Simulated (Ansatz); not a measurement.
## Elastic constants of CdTe: input and output

Level of theory: DFT LDA, scalar-relativistic, plane waves, PAW in Ansatz 0.2.0.

Launched with:
```bash
ansatz run input.yaml --threads 1 --pin off --max-ram 3072MiB --backend cpu --events-out ev --progress --plain --runs-dir out
```

Input (bare energies are in eV):
```yaml
crystal:
  lattice:
    - [0.0, 3.2043396929, 3.2043396929]
    - [3.2043396929, 0.0, 3.2043396929]
    - [3.2043396929, 3.2043396929, 0.0]
  atoms:
    - { symbol: Cd, position: [0.0, 0.0, 0.0] }
    - { symbol: Te, position: [0.25, 0.25, 0.25] }
basis:
  ecutwfc: 420
kpoints:
  mp_grid: { grid: [8, 8, 8] }
hamiltonian:
  xc: lda
scf:
  occupations: { method: fixed }
output:
  forces: true
  stress: true
  eigenvalues: true
  polarization: {}
elastic:
  mode: relaxed_ion
  stencil: two_point
```

From the output:
```
--- Elastic constants: 2 strain directions × 2 members + reference (group order 24) ---
  dense FFT box of the reference and of every strained cell: 32×32×32
  strains applied: 11, 23; error gains: componentwise 1.00 (the most a stress slope's error grows in a printed constant), spectral 1.73 (1 for all six strains in a standard setting)
  C = ∂σ_k/∂η_j (tension-positive GPa; Voigt order 11 22 33 23 13 12):
        58.511     40.052     40.052      0.000      0.000     -0.000
        40.052     58.511     40.052      0.000      0.000      0.000
        40.052     40.052     58.511      0.000      0.000     -0.000
        -0.000     -0.000     -0.000     21.563     -0.000     -0.000
        -0.000     -0.000      0.000      0.000     21.563      0.000
        -0.000      0.000     -0.000      0.000      0.000     21.563
  reference stress σ⁰ (GPa):     -0.000     -0.000     -0.000     -0.000      0.000     -0.000
  C* (energy form; C + prestress term) asymmetry max|C*_kj − C*_jk| = 7.105e-15 GPa — a small one proves nothing (zero by symmetry where the batch's group is 432, −43m or m−3m); a large one is finite-difference/SCF noise where every solve ...
  moduli (Voigt/Reuss/Hill, GPa): K = 46.21/46.21/46.21   G = 16.63/14.05/15.34   E = 41.44   ν = 0.351
  mechanically stable: yes (min eigenvalue of sym C = 18.46 GPa)
  e, the proper piezoelectric tensor (elastic.mode: relaxed_ion; C/m²; rows x y z; Voigt order 11 22 33 23 13 12):
       0.00000   -0.00000   -0.00000    0.04694    0.00000   -0.00000
      -0.00000   -0.00000    0.00000   -0.00000    0.04694   -0.00000
      -0.00000    0.00000    0.00000    0.00000   -0.00000    0.04694
  ±, each entry's uncertainty from the finite density of the strings (C/m²), an estimate: the size of the correction for it that the entry includes:
       0.00000    0.00000    0.00000    0.00613    0.00000    0.00000
       0.00000    0.00000    0.00000    0.00000    0.00613    0.00000
       0.00000    0.00000    0.00000    0.00000    0.00000    0.00613
  the group's symmetry takes up to 2.3e-8 C/m² out of the measured responses: error of the strings' finite density and of the mesh across them, as far as it breaks the symmetry (raise kpoints.mp_grid and any string_points); the largest step ...
  strain η (Voigt 11):  stress-route row diagonal C_11 = 58.51 GPa, energy-path curvature d²(F+E_count+ΔE)/dδ²/Ω₀ = 58.63 GPa
         δ    σ_11 (GPa) F (eV) n_scf n_hpsi n_pw
    -2.000e-3      -0.1174      -14945.8108407       9   28485   1303   relax 0 steps, max|allowed force component| 3.12e-17 eV/Å
     2.000e-3       0.1166      -14945.8108421       9   28575   1307   relax 0 steps, max|allowed force component| 3.12e-17 eV/Å
  strain η (Voigt 23):  stress-route row diagonal C_44 = 21.56 GPa, energy-path curvature d²(F+E_count+ΔE)/dδ²/Ω₀ = 21.67 GPa
         δ    σ_23 (GPa) F (eV) n_scf n_hpsi n_pw
    -2.000e-3      -0.0431      -14945.8108714       2   17538   1303   relax 3 steps, max|allowed force component| 1.10e-7 eV/Å
     2.000e-3       0.0431      -14945.8108714       2   17529   1303   relax 3 steps, max|allowed force component| 1.09e-7 eV/Å
--- Formal polarisation (Berry phase): one branch of a lattice of values; only differences between neighbouring runs are physical ---
  axis mesh electronic ionic p = total spread (rad) least overlap resolved gap  δp at fixed H ≤   (phases in cycles; p mod 2; gap in eV; gap and δp judge the states as solved, not the mesh's step, its ...
  b1    8×8×8          -0.50000000     4.00000000     3.50000000      0.297068         0.7935        0.6131           9.4e-6
  b2    8×8×8          -0.50000000     4.00000000     3.50000000      0.297068         0.7935        0.6131           9.4e-6
  b3    8×8×8          -0.50000000     4.00000000     3.50000000      0.297068         0.7935        0.6131           9.4e-6
  quantum along a1:   0.13773297 e/Å² =   220.672539 µC/cm²
  quantum along a2:   0.13773297 e/Å² =   220.672539 µC/cm²
  quantum along a3:   0.13773297 e/Å² =   220.672539 µC/cm²
  P = (  0.34087170,   0.34087170,   0.34087170) e/Å² = (  546.136671,   546.136671,   546.136671) µC/cm²  (mod the quanta)
```

The run took 3.6 min on 1 thread of AMD EPYC (Zen 3) (shared host), peak memory 0.58 GiB.

Spin–orbit coupling is left out, which matters for heavy elements.